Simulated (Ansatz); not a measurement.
Ansatz (an electronic-structure program) input:

Ansatz 0.2 input:
```yaml
crystal:
  lattice:
    - [1.7148931806, 0.9900940395, 6.0676701431]
    - [-1.7148931806, 0.9900940395, 6.0676701431]
    - [0.0, -1.9801880789, 6.0676701431]
  atoms:
    - { symbol: Zn, position: [0.0211158554, 0.0211158554, 0.0211158554] }
    - { symbol: O, position: [0.135817265, 0.135817265, 0.135817265] }
    - { symbol: Si, position: [0.4811696075, 0.4811696075, 0.4811696075] }
    - { symbol: Si, position: [0.611930272, 0.611930272, 0.611930272] }
kpoints:
  mp_grid: { grid: [14, 14, 14] }
hamiltonian:
  xc: r2scan
  pseudopotentials: { azcp: { folder: ./paw }, kind: paw }
scf:
  occupations: { method: gaussian, width: 0.05 }
checkpoint: { read: metal.run }
output: { write_density: true, elf: true, volumetric_format: npy }
basis: { fft_grid_basis: typed }
```

Output (shortened):

```
Pseudopotential: Zn, paw, valence charge 12
Pseudopotential: O, paw, valence charge 6
Pseudopotential: Si, paw, valence charge 4
Functional definition: r2SCAN
Crystal: 4 atoms, lattice volume = 61.814 Å³
Basis set: ecut = 500 eV, 1565 PW (Γ), exchange–correlation on 192×192×192 points (64 copies of the dense FFT grid, shifted against one another)
Bands: 21, of which v1, the nominal top of the filled ones, is band 13 counted from 1 (12 counted from 0)
Symmetry: 6 space group operations
Space group: R3m (ITA 160), of the structure as read, at distance tolerance 4.0e-5 Å
k-points: 288 of 2744 (time reversal used)
Stability of the state it starts from, as read at its close in the unpolarized treatment …
iter 1 solved again at ethr=3.73e-7 eV; its pass at ethr=3.10e-3 eV (dr2=9.70e-5 eV) is discarded
SCF iter   1: F=—  HF=-5169.969259 eV  |F-HF|=—  |Δ(HF+E_count)|=         —  Δρ=5.05e-7  dr2=1.79e-10  dr2_τ=1.31e-11  ethr=3.73e-7  ⟨swp⟩=3.0  Hψ=54631  notcnv=0
preconditioner: auto → Kerker (q_TF=auto, 2.362 Å⁻¹)
SCF iter   2: F=-5169.969259 eV  HF=-5169.969259 eV  |F-HF|=4.55e-12  |Δ(HF+E_count)|=   4.61e-9  Δρ=1.64e-7  dr2=1.95e-11  dr2_τ=5.46e-12  ethr=1.00e-12  ⟨swp⟩=7.2  Hψ=25929  notcnv=0
SCF 1 converged in 2 iterations: F = -5169.969259 eV  dr2 = 1.95e-11
SCF converged after 2 iterations
Free energy (F): -5169.969259 eV
Harris-Foulkes:  -5169.969259 eV  (|F-HF|=4.55e-12)
Internal energy: -5169.967607 eV  (E = F + TS)
E sigma→0 (E₀):  -5169.968433 eV
Entropy (-TS):   -0.001652 eV (-0.413 meV/atom)
Fermi energy:    8.297660 eV
--- Per-component energies (eV) ---
  E_band       = 9.568547
  E_kinetic    = 395.458047
  E_local      = -2723.769530  (includes V_loc(G=0)·N_el)
  E_nonlocal   = 918.156149
  E_hartree    = 1069.852472
  E_xc         = -245.362707
  E_vxc        = -255.091057  (∫ρ·V_xc dr)
  E_paw        = -3113.638313  (= ΣΔE_a)
  E_vpaw       = -478.674692  (= ΣTr[D̂ρ^β])
  E_aug_tail   = 0.000353  (compensation charges beyond the density's cutoff)
  E_vtau       = 13.784349  (kinetic-family band-sum trace: ∫τ·v_τ [+ j·A + Jᵃ·Aᵃ] dr)
  E_ewald      = -1470.296654
  E_core_change = -0.367424  (= ΣΔE_core)
  E_smearing   = -0.001652  (= −TS)
  E_closure    =  0.000000  (closes the sum)
  Σ components = -5169.969259   (vs F -5169.969259, Δ=0.00e0)
  [band-id]    e_kinetic+e_local+e_nonlocal+2·e_hartree+e_vxc+e_vpaw+e_augmentation_tail+e_vtau = 9.568562   (vs E_band 9.568547, Δ=1.54e-5)
--- Band table (eV; the first three rows and the last of 288) ---
  k-point 0: bands = ["-14.2753", "-2.8345", "-0.3944", "0.2029", "0.2029", "0.2281", "0.3509", "0.3509", "1.5536", "1.5536", "3.1951", "6.1078", "11.2827", "11.2827", "12.4819", "12.9140", "12.9140", "13.9053", "15.5684", "15.5684", "16.5448"]
  k-point 1: bands = ["-14.2530", "-2.7784", "-0.3573", "0.1487", "0.2031", "0.2540", "0.3268", "0.3535", "1.2780", "1.5219", "3.5623", "6.1190", "10.7457", "11.1877", "12.3974", "12.5839", "12.8455", "13.9882", "15.4630", "15.9170", "17.0579"]
  k-point 2: bands = ["-14.1897", "-2.6227", "-0.3384", "-0.0448", "0.1972", "0.2745", "0.3617", "0.3668", "0.9584", "1.4368", "4.1905", "6.1841", "9.5469", "10.8557", "11.6675", "12.4444", "12.9006", "14.0847", "15.3144", "16.6545", "17.2420"]
  k-point 287: bands = ["-14.2718", "-3.1434", "-0.2869", "0.1980", "0.1980", "0.3557", "0.3557", "1.5207", "1.5546", "1.5546", "1.9410", "6.9921", "9.5549", "11.1254", "11.1254", "13.1487", "13.1487", "15.5906", "16.0170", "16.0170", "18.0821"]
```

Cost: roughly 40 core-seconds on shared cores.

The start of the workflow was typed in or built on a structure type; neither database checked (COD, Materials Project) lists it. Whether it is the stable phase at ambient conditions was not checked. The r²SCAN relaxation kept the symmetry of its start; whether a distortion lowers the energy is not shown. The volume moved by 18 % from the start of the relaxation.

Potentials: the earlier of the program's two PAW sets. The files were generated under PBE; for other functionals the program regenerates the frozen cores, and for LDA and PBEsol the local potential too.

Ansatz is a plane-wave DFT program.
